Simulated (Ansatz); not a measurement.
The start is a generated trial cell of SiO2 in the alpha-quartz structure type. The structure is fully relaxed (lattice and positions, P = 0) with r2SCAN (plane waves to 500 eV, PAW, scalar-relativistic; Ansatz, a program for electronic structure). The first steps use a 8×8×6 k-mesh.

The start:
```
SiO2
1.0
    4.91400     0.00000     0.00000
   -2.45700     4.25565     0.00000
    0.00000     0.00000     5.40600
Si O
3 6
Direct
  0.46990   0.00000   0.83333
  0.00000   0.46990   0.16667
  0.53010   0.53010   0.50000
  0.41300   0.26680   0.71400
  0.73320   0.14620   0.04734
  0.85380   0.58700   0.38067
  0.14620   0.73320   0.95266
  0.26680   0.41300   0.28600
  0.58700   0.85380   0.61933
```

**Question.** How large is the pressure on the unrelaxed cell, and of which sign?

**Answer.** +1.8 GPa (positive: the cell is compressed).

**Question.** Which atoms feel the largest initial force, and how large is it?

**Answer.** 0.12 eV/Å, on O4, O5, O6, O7, O8, O9 (atoms numbered as listed).

**Question.** By how much does the energy per atom fall from start to end?

**Answer.** 0.001 eV/atom.

**Question.** How do the shortest distances between atoms change?

**Answer.** The closest pairs of elements (up to four, under 3.6 Å), start → end: O–Si 1.61 → 1.61 Å; O–O 2.61 → 2.62 Å; Si–Si 3.06 → 3.06 Å.

**Question.** Is the relaxed structure metallic? Give its gap.

**Answer.** 6.60 eV, indirect (valence top at K, conduction bottom at Γ) (no spin-orbit coupling).

**Question.** Give the final cell and atomic positions.

**Answer.** 
```cif
data_O6Si3
_chemical_formula_sum 'Si3 O6'
_space_group_name_H-M_alt 'P3121'
_space_group_IT_number 152
_space_group_name_Hall 'P 31 2"'
_cell_length_a 4.92213
_cell_length_b 4.92213
_cell_length_c 5.41704
_cell_angle_alpha 90.000
_cell_angle_beta 90.000
_cell_angle_gamma 120.000
loop_
_atom_site_label
_atom_site_type_symbol
_atom_site_symmetry_multiplicity
_atom_site_Wyckoff_symbol
_atom_site_fract_x
_atom_site_fract_y
_atom_site_fract_z
_atom_site_occupancy
Si1 Si 3 b 0.53096 0.53096 0.50000 1
O1 O 6 c 0.73118 0.14446 0.04855 1
```

The space group stays P3₁21 (No. 152) (the run could not lower it); the end is AFLOW prototype A2B_hP9_152_c_a (as in SiO2), with 9 atoms in the primitive cell. No spin polarisation in the result.

The run could not lose the symmetry of its start.
